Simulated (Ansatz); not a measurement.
# What DFT gives for CuWO$_{4}$

```yaml
crystal:
  lattice:
    - [4.69038, 0.00000, 0.00000]
    - [0.73060, 5.77520, 0.00000]
    - [-0.20721, -0.11335, 4.86163]
  atoms:
    - { symbol: Cu, position: [0.49620, 0.66210, 0.23620] }
    - { symbol: Cu, position: [0.50380, 0.33790, 0.76380] }
    - { symbol: W, position: [0.01660, 0.17450, 0.26700] }
    - { symbol: W, position: [0.98340, 0.82550, 0.73300] }
    - { symbol: O, position: [0.24810, 0.35560, 0.41710] }
    - { symbol: O, position: [0.75190, 0.64440, 0.58290] }
    - { symbol: O, position: [0.22430, 0.87690, 0.43240] }
    - { symbol: O, position: [0.77570, 0.12310, 0.56760] }
    - { symbol: O, position: [0.72930, 0.38590, 0.09560] }
    - { symbol: O, position: [0.27070, 0.61410, 0.90440] }
    - { symbol: O, position: [0.78450, 0.90360, 0.05120] }
    - { symbol: O, position: [0.21550, 0.09640, 0.94880] }
```

The numbers come from plane-wave PAW DFT (Ansatz): r2SCAN, no spin polarisation, 500 eV, 4×3×4 (shifted by 0.5, 0, 0.5 steps) k points, fermi-dirac occupations (width 0.1 eV). Nothing was relaxed.

Q: Metal or insulator?

A: It is a metal, with about 6.3 states/eV a cell as the mean within 0.25 eV of the Fermi level, mostly Cu d (55 %) and O p (34 %).

Q: What do density and ELF say about some of the short contacts?

A: W–O at 1.73 Å: least valence density 1.71 e/Å³ and ELF 0.35 there. Cu–O at 1.93 Å: least valence density 0.66 e/Å³ and ELF 0.20 there. These are pseudo-fields; inside the PAW spheres they differ from the all-electron ones.

Q: What is the formation energy?

A: -1.71 eV an atom against the elements' usual phases (free molecules for gases, crystals otherwise, with no correction for O₂ or N₂), so it is bound against them; other compounds may still compete. Relaxing would lower it.

Q: Where is the largest force?

A: The largest is on W3 (and as large on other atoms): 3.13 eV/Å, components (-0.54, -0.32, -3.07). It makes 126° with the line to a nearest neighbour, O5 at 1.73 Å.

Origin: a database entry at a rescaled volume. Caveats: many states at the Fermi level without spin polarisation, so a magnetic state may lie lower; forces this large suggest misplaced atoms in the database entry; the k mesh is coarse if the cell is a metal; atoms or cell far from equilibrium.

It took 62 s on 1 thread of Arm Neoverse V2 (shared host), peak memory 0.72 GiB, starting from a saved density. The time holds forces, stress, DOS, ELF.
